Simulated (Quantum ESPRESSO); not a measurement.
## Electric field gradients in MgI$_{2}$

```yaml
crystal:
  lattice:
    - [4.19568, 0.00000, 0.00000]
    - [-2.09784, 3.63357, 0.00000]
    - [0.00000, 0.00000, 7.10573]
  atoms:
    - { symbol: Mg, position: [0.00000, 0.00000, 0.00000] }
    - { symbol: I, position: [0.33333, 0.66667, 0.23408] }
    - { symbol: I, position: [0.66667, 0.33333, 0.76592] }
```
Geometry: a computed entry of the Materials Project; it was not checked against measured cells. It is MgI2 in P-3m1; whether this form has been observed was not checked. Stability against distortions was not tested. The layers lie 3.8 Å apart; this gap hangs on dispersion, and neither it nor the stacking was checked against the measured crystal.

Principal values are ordered |Vxx| ≤ |Vyy| ≤ |Vzz|, η = (Vxx − Vyy)/Vzz, and C_Q = eQVzz/h is given by its size. Cores are frozen. I had no test against all-electron runs. Spin–orbit coupling is left out, a limit on I.

Quadrupole moments taken as inputs (sizes, barn, from the tables of PySCF and pymatgen): ²⁵Mg 0.199, ¹²⁷I 0.696.

Q: What do the calculations give at each independent site (field gradients by a PBE PAW density (pw.x of a modified build of Quantum ESPRESSO, JTH datasets) with the all-electron reconstruction of Petrilli and co-workers, 20 Ha, k-mesh 6×6×3 through Γ)?

A: 
```
site            site symmetry  Vzz (a.u.)   η_Q        ∣C_Q∣ (MHz)
--------------  -------------  ----------  ----  -----------------
Mg (atom 1)               -3m  under 0.02     –  under 0.94 (²⁵Mg)
I (atoms 2, 3)             3m      -0.579  0.00        94.7 (¹²⁷I)
```
